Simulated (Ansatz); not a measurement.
MgO:
```
CELL_PARAMETERS angstrom
      2.63341     0.00000     0.00000
      0.00000     2.63341     0.00000
      0.00000     0.00000     2.63341
ATOMIC_POSITIONS crystal
  Mg 0.00000 0.00000 0.00000
  O  0.50000 0.50000 0.50000
```

x, y and z are the axes in which the lattice vectors are written.

Task: Give the high-frequency dielectric tensor and the Born effective charge tensors of the independent atoms from DFPT, plane-wave PAW PBEsol (Ansatz code).

Result: 
ε∞:
```
3.78  0.00  0.00
0.00  3.78  0.00
0.00  0.00  3.78
```
Z* of atom 1 (Mg), rows: field, columns: displacement, in e:
```
2.14  0.00  0.00
0.00  2.14  0.00
0.00  0.00  2.14
```
Z* of atom 2 (O), rows: field, columns: displacement, in e:
```
-2.14   0.00   0.00
 0.00  -2.14   0.00
 0.00   0.00  -2.14
```

Space group Pm-3m (CsCl type). This is a known high-pressure phase of the composition, computed here at zero pressure and temperature. The cell was relaxed with PBEsol under the symmetry of its start. At this level the phase is dynamically unstable (imaginary phonons).

Potentials: the later of the program's two PAW sets.
